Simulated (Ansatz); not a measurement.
Calculated with Ansatz: BaZnSbCl, settings compared

Input:

```yaml
crystal:
  lattice:
    - [4.702181, 0.0, 0.0]
    - [0.0, 4.702181, 0.0]
    - [0.0, 0.0, 10.360202]
  atoms:
    - { symbol: Ba, position: [0.75, 0.75, 0.35079] }
    - { symbol: Ba, position: [0.25, 0.25, 0.64921] }
    - { symbol: Cl, position: [0.25, 0.75, 0.5] }
    - { symbol: Cl, position: [0.75, 0.25, 0.5] }
    - { symbol: Zn, position: [0.25, 0.75, 0.0] }
    - { symbol: Zn, position: [0.75, 0.25, 0.0] }
    - { symbol: Sb, position: [0.25, 0.25, 0.16604] }
    - { symbol: Sb, position: [0.75, 0.75, 0.83396] }
  symmetry: { tolerance: 0.0003 }
kpoints:
  mp_grid: { grid: [4, 4, 2], shift: [0, 0, 0] }
magnetization:
  spin_polarized: false
scf:
  occupations: { method: fermi_dirac }
hamiltonian:
  pseudopotentials: { kind: paw }
  xc: pbe
basis:
  ecutwfc: 420
output:
  forces: true
  stress: true
  eigenvalues: true
```

Launch command:

```bash
ansatz run input.yaml --threads 1 --pin off --max-ram 2560MiB --backend cpu --events-out ev --progress --plain --runs-dir out
```

Origin of the cell: a known structure type with other elements, at an estimated volume, so it need not be a known compound.

The smearing width isn't typed, so it takes its default of 0.1 eV.

Output of this run (shortened):

```
Pseudopotentials: kind: paw
Pseudopotential: Ba, paw, valence charge 10, recommended cutoff 420 eV (normal), Ba.paw.azcp
Pseudopotential: Cl, paw, valence charge 7, recommended cutoff 420 eV (normal), Cl.paw.azcp
Pseudopotential: Zn, paw, valence charge 12, recommended cutoff 420 eV (normal), Zn.paw.azcp
Pseudopotential: Sb, paw, valence charge 15, recommended cutoff 420 eV (normal), Sb.paw.azcp
Functional definition: PBE
  exchange = pbe_x(kappa = kappa, mu = beta*pi^2/3)
  correlation = pbe_c(beta = beta)
Crystal: 8 atoms, lattice volume = 229.069 Å³
Basis set: ecut = 420 eV, 4483 PW (Γ), exchange–correlation on 64×64×144 points (8 copies of the dense FFT grid, shifted against one another)
Bands: 53, of which v1, the nominal top of the filled ones, is band 44 counted from 1 (43 counted from 0)
Symmetry: 16 space group operations
[… 10 lines left out …]
Initial density: superposition of atomic densities (neutral atoms: chi_scale 0, normalization atom), corrected by the library's trained network
Functional: x = pbe(κ = 0.804, μ = 0.219515), c = pbe(β = 0.066725)
SCF iter   1: F=—  HF=-33673.682929 eV  Δρ=1.49e-3  dr2=2.30e-2
SCF iter   2: F=—  HF=-33673.680007 eV  Δρ=8.36e-4  dr2=3.96e-3
SCF iter   3: F=—  HF=-33673.679807 eV  Δρ=3.98e-4  dr2=6.06e-4
SCF iter   4: F=—  HF=-33673.679818 eV  Δρ=2.10e-4  dr2=1.21e-4
SCF iter   5: F=—  HF=-33673.679818 eV  Δρ=1.38e-4  dr2=3.34e-5
SCF iter   6: F=—  HF=-33673.679945 eV  Δρ=3.44e-5  dr2=3.18e-6
SCF iter   7: F=-33673.679947 eV  HF=-33673.679947 eV  Δρ=6.33e-6  dr2=9.93e-8
SCF 1 converged in 7 iterations: F = -33673.679947 eV  dr2 = 9.93e-8
SCF converged after 7 iterations
Free energy (F): -33673.679947 eV
Harris-Foulkes:  -33673.679947 eV  (|F-HF|=9.57e-8)
Internal energy: -33673.646663 eV  (E = F + TS)
E sigma→0 (E₀):  -33673.663305 eV
Entropy (-TS):   -0.033284 eV (-4.160 meV/atom)
Fermi energy:    8.441722 eV
--- Per-component energies (eV) ---
  E_band       = -434.252101
  E_kinetic    = 1344.510684
  E_local      = -9036.349676  (includes V_loc(G=0)·N_el)
  E_nonlocal   = 2125.711688
  E_hartree    = 3901.102340
  E_xc         = -1104.493855
  E_vxc        = -815.539851  (∫ρ·V_xc dr)
  E_paw        = -24580.532545  (= ΣΔE_a)
  E_vpaw       = -1854.790286  (= ΣTr[D̂ρ^β])
  E_aug_tail   = -0.000555  (compensation charges beyond the density's cutoff)
  E_ewald      = -6323.594742
  E_smearing   = -0.033284  (= −TS)
  Σ components = -33673.679947   (vs F -33673.679947, Δ=0.00e0)
--- Forces (eV/Å), atoms counted from 1 ---
  atom   1  Ba     0.000000     0.000000    -3.152438
  atom   2  Ba     0.000000     0.000000     3.152438
  atom   3  Cl     0.000000     0.000000    -0.000000
  atom   4  Cl     0.000000     0.000000     0.000000
  atom   5  Zn     0.000000     0.000000    -0.000000
  atom   6  Zn     0.000000     0.000000     0.000000
  atom   7  Sb     0.000000     0.000000    -0.561802
  atom   8  Sb     0.000000     0.000000     0.561802
  max |Σ_I F_I| component: 6.66e-16 eV/Å
--- Stress (GPa, compression-positive) ---
        4.236703       0.000000       0.000000
        0.000000       4.236703       0.000000
        0.000000       0.000000       2.853365
  P = ⅓ Tr σ = 3.7756 GPa (37.756 kbar)
```

The same input was run again with these changes:

1. `magnetization` { spin_polarized: false } → { spin_polarized: true } (starts: ferro); `accuracy` default → high; typed moments: Ba1 1, Ba2 2, Cl3 1, Cl4 2, Zn5 2, Zn6 2, Sb7 3, Sb8 3
2. `accuracy` default → high; `hamiltonian.dispersion` default → d4
3. `hamiltonian.xc` pbe → revpbe
4. `basis.ecutwfc` 420 → "51.4 Ry"

| run | end | SCF iterations | P (GPa) | max force component (eV/Å) | moment (μB) | ΔE(σ→0) (meV/atom) |
| --- | --- | --- | --- | --- | --- | --- |
| base | converged | 7 | 3.78 | 3.152 | – | 0 |
| 1 | converged | 22 | 3.78 | 3.152 | 0.00 | 0.00 |
| 2 | converged | 11 | 2.18 | 3.161 | – | – |
| 3 | converged | 8 | 5.08 | 3.256 | – | – |
| 4 | converged | 8 | 3.77 | 3.152 | – | -0.93 |

Energies are compared only where functional, datasets, charge and starting cell are the same.

Caveats of the base run: no spin, though holes on the anions or broken bonds may carry moments; no spin-orbit coupling, though heavy elements are present; the k mesh is coarse if the cell is a metal.

Run 1: a starting moment was lost.
Run 3: forces of this functional can be a tenth off on datasets made under PBE.

The base run ran for 3.2 s on 1 thread of AMD EPYC 9R45 96-Core Processor (Zen 5) (shared host), peak memory 0.58 GiB, from the program's own first density.
